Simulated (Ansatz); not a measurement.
GeSe:
```
CELL_PARAMETERS angstrom
     10.63031     0.00000     0.00000
      0.00000     3.83294     0.00000
      0.00000     0.00000     4.20004
ATOMIC_POSITIONS crystal
  Ge 0.11947 0.25000 0.10539
  Ge 0.38053 0.75000 0.60539
  Ge 0.88053 0.75000 0.89461
  Ge 0.61947 0.25000 0.39461
  Se 0.85640 0.25000 0.49190
  Se 0.64360 0.75000 0.99190
  Se 0.14360 0.75000 0.50810
  Se 0.35640 0.25000 0.00810
```

LDA in the plane-wave PAW code Ansatz gives a gap of 0.26 eV without spin–orbit coupling, maximum on the Γ–Z line, 70 % of the way from Γ, minimum on the Γ–Z line, 20 % of the way from Γ.

Question: What happens when spin–orbit coupling is switched on?

Answer: The gap falls by 0.03 eV, to 0.23 eV; maximum on the Γ–Z line, 70 % of the way from Γ, minimum on the Γ–Z line, 21 % of the way from Γ.

Question: Give the electron effective mass with spin–orbit coupling.

Answer: 0.062, 0.98, 1.1 mₑ (principal values).

Question: Give the hole effective mass with spin–orbit coupling.

Answer: 0.18, 0.29, 0.55 mₑ (principal values).

Space group Pnma. Symmetry was held in the LDA relaxation. A crystal of weakly bound layers computed without a dispersion correction: the cell and the soft elastic constants depend strongly on that.

Potentials: the later of the program's two PAW sets.
